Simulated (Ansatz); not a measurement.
This cell of SnSe2 (CdI2 type) is off equilibrium:

```
CELL_PARAMETERS angstrom
      3.95904     0.00000     0.00000
     -1.97952     3.42863     0.00000
      0.00000     0.00000     6.19529
ATOMIC_POSITIONS crystal
  Sn 0.00000 0.00000 0.00000
  Se 0.33333 0.66667 0.25248
  Se 0.66667 0.33333 0.74752
```

Level of theory: PBE-D3(BJ) (plane waves to 420 eV, PAW, scalar-relativistic; Ansatz, an electronic-structure program). k mesh 10×10×6 (Γ-centred), Fermi-Dirac smearing 0.05 eV. E stands for the smeared free energy. Stress and pressure are positive under compression. SnSe2 was relaxed with its symmetry unable to fall.

Question: What is the stress tensor (GPa)?

Answer: 
```
   -3.7      0.0      0.0
    0.0     -3.7      0.0
    0.0      0.0     -1.3
```
The pressure, a third of the trace, is -2.9 GPa.

Question: It is the relaxed cell scaled evenly to V/V₀ = 1.096, atoms relaxed where free. What is its energy relative to the relaxed cell?

Answer: 25 meV/atom.

(Under strain, the slope of the energy per volume gives the stress and its curvature an elastic modulus.)
